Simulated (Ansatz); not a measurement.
WS₂:
```cif
data_S4W2
_chemical_formula_sum 'W2 S4'
_space_group_name_H-M_alt 'P63/mmc'
_space_group_IT_number 194
_space_group_name_Hall '-P 6c 2c'
_cell_length_a 3.17173
_cell_length_b 3.17173
_cell_length_c 12.55251
_cell_angle_alpha 90.000
_cell_angle_beta 90.000
_cell_angle_gamma 120.000
loop_
_atom_site_label
_atom_site_type_symbol
_atom_site_symmetry_multiplicity
_atom_site_Wyckoff_symbol
_atom_site_fract_x
_atom_site_fract_y
_atom_site_fract_z
_atom_site_occupancy
W1 W 2 d 0.66667 0.33333 0.25000 1
S1 S 4 f 0.33333 0.66667 0.12569 1
```

Relaxed with r²SCAN+D4.

Question: Tabulate the valence density and the electron localisation function along the shortest W–W contact (3.17 Å), DFT-r²SCAN+D4 in the program Ansatz with PAW potentials.

Answer: 

| distance from W (Å) | density (e/Å³) | ELF |
|---|---|---|
| 0.32 | 5.28 | 0.40 |
| 0.48 | 5.00 | 0.69 |
| 0.63 | 3.44 | 0.72 |
| 0.79 | 1.80 | 0.57 |
| 0.95 | 0.81 | 0.31 |
| 1.11 | 0.43 | 0.19 |
| 1.27 | 0.31 | 0.22 |
| 1.43 | 0.27 | 0.30 |
| 1.59 | 0.26 | 0.34 |
| 1.74 | 0.27 | 0.30 |
| 1.90 | 0.31 | 0.22 |
| 2.06 | 0.43 | 0.19 |
| 2.22 | 0.81 | 0.31 |
| 2.38 | 1.80 | 0.57 |
| 2.54 | 3.44 | 0.72 |
| 2.70 | 5.00 | 0.69 |
| 2.85 | 5.28 | 0.40 |

The density is the valence pseudo-density with augmentation charge, so density and ELF within about 1 Å of a nucleus are not all-electron values.

Space group P6_3/mmc. Symmetry was held in the r²SCAN+D4 relaxation; phonons on a q-mesh show no instability. The run is not spin-polarised. Spin–orbit coupling is left out wherever it is not named.

Potentials: the later of the program's two PAW sets.
